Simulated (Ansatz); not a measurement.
# Structures of Na3TiPb: which is lowest?

Plane-wave DFT in Ansatz with scalar-relativistic PAW potentials, cutoff 420 eV, Γ-centred meshes chosen by cell and gap, Gaussian smearing with energies taken to zero width. Every cell was relaxed (cell and atoms) in a run of its own, within the symmetry of its start. Functional: PBE.

Relaxed structures (starts from databases or built by putting these elements on another compound's sites):
A. Cmmm, 5 atoms in the computed cell, a = 6.252 Å, b = 10.560 Å, c = 5.591 Å; sites (symmetry × multiplicity) Na ..2/m × 4 + mmm × 2, Ti mmm × 2, Pb mmm × 2; start: built
B. P6_3/mmc, 10 atoms in the computed cell, a = 7.617 Å, c = 6.321 Å; sites (symmetry × multiplicity) Na mm2 × 6, Ti -6m2 × 2, Pb -3m. × 2; start: built

Problem. Rank them by energy. Could pressure change the order?

Solution.
| structure | group | E − E(lowest) (meV/atom) | V (Å³/atom) | gap on mesh (eV) |
| --- | --- | --- | --- | --- |
| B | P6_3/mmc | 0.0 | 31.76 | 0.00 |
| A | Cmmm | 137 | 36.91 | 0.00 |

B is lowest, 137 meV/atom under A. The lowest is also the densest of these, so pressure wouldn't bring one of the others in at first order. Other structures may lie lower than all of these, and vibrations aren't counted.

Spin-orbit coupling is left out, which matters for the bands of heavy elements. For Tl, Pb and Bi spin-orbit coupling shifts energies too.